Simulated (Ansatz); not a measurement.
Structure types of Pb compared at 97 GPa

Structure types of Pb are relaxed in primitive cells with their symmetry kept at 97 GPa, first on PAW files, then by LAPW. The enthalpy is E + pV at zero temperature, without zero-point motion. Only the types listed were tried, and differences under about 5 meV/atom are mesh noise. The real phase may be another.

All numbers are LDA results (scalar-relativistic) from Ansatz 0.2.0, with Fermi–Dirac smearing of 0.05 eV, no spin polarisation. Methods: LAPW: all electrons, basis error target 0.5 meV/atom; PAW: frozen-core files, cutoff 420 eV.

k meshes: fcc 16×16×16, bcc 17×17×17, hcp 15×15×8, omega 8×8×11, diamond 12×12×12, sc 14×14×14.

Spin–orbit coupling is left out, which matters for the heavy atoms. The PAW files were made under PBE.

**Question.** Order the types by LAPW enthalpy, lowest first.
A. bcc
B. diamond
C. sc
D. fcc
E. hcp
F. omega

**Answer.** E (0 meV/atom), A (7 meV/atom), D (59 meV/atom), F (123 meV/atom), C (952 meV/atom), B (3680 meV/atom).

```tsv
start type	ends as	a, b, c (Å)	V (Å³/atom)	H − H(lowest), LAPW (meV/atom)	same, PAW
fcc	fcc, Fm-3m	4.107, 4.107, 4.107	17.31	59.5	59.3
bcc	bcc, Im-3m	3.251, 3.251, 3.251	17.19	7.2	7.4
hcp	hcp, P6_3/mmc	2.886, 2.886, 4.777	17.23	0.0	0.0
omega	omega, P6/mmm	4.674, 4.674, 2.747	17.32	122.7	122.9
diamond	diamond, Fd-3m	5.543, 5.543, 5.543	21.29	3679.7	3681.2
sc	sc, Pm-3m	2.632, 2.632, 2.632	18.24	952.2	952.8
```

**Question.** Would bcc gain on hcp at higher pressure?

**Answer.** Yes: dH/dp = V, and its volume is smaller by 0.04 Å³/atom. Held constant, that would close the gap after about 28 GPa more, a rough figure, since the volume difference changes with pressure.
